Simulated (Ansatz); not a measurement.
Zn: frozen-core PAW against all-electron methods

```
CELL_PARAMETERS angstrom
2.63815 0.00000 0.00000
-1.31908 2.28470 0.00000
0.00000 0.00000 4.94670
ATOMIC_POSITIONS crystal
Zn 0.33333 0.66667 0.25000
Zn 0.66667 0.33333 0.75000
```

Atoms are numbered in the order listed.

The cell comes from COD entry 9008522, which wasn't checked; take it as a given geometry. The listed cell was then made from it by scaling, straining or moving an atom.

All numbers are computed: DFT, PBEsol, PAW with Ansatz's default frozen-core files, scalar-relativistic (Ansatz 0.2.0); DFT, PBEsol, all-electron PAW with datasets made for the crystal, scalar-relativistic (Ansatz 0.2.0); DFT, PBEsol, all-electron LAPW, scalar-relativistic (Ansatz 0.2.0).

For PAW: a Γ-centred 16×16×8 k mesh, Fermi–Dirac smearing of 0.03 eV, cutoff 420 eV, no spin polarisation; the PAW files were made with PBE, and the program remakes their frozen cores for this functional. The crystal-made all-electron datasets (AE datasets) take a cutoff of 280 eV at this cell. LAPW targets a basis error of 0.25 meV/atom. The Ansatz runs share mesh, smearing and spin set-up. Plane-wave (PAW) pressures include the program's estimate of the Pulay term.

Stress and pressure are positive in compression.

The change that made this cell: equal xx and yy strain of -1 %.

In a metal, gradients converge slowly with the k mesh: the values move by tens of per cent from one mesh to another, at times in sign, so only the comparison on one mesh counts.

```json
{"quantity": "pressure (GPa)", "PAW": "-3.92", "AE datasets": "-3.91", "LAPW": "-3.91"}
{"quantity": "stress xx (GPa)", "PAW": "-3.51", "AE datasets": "-3.48", "LAPW": "-3.48"}
{"quantity": "stress zz (GPa)", "PAW": "-4.76", "AE datasets": "-4.76", "LAPW": "-4.76"}
{"quantity": "field gradient Vzz at Zn1 (10²¹ V/m²)", "PAW": "4.29", "AE datasets": "4.31", "LAPW": "–"}
```
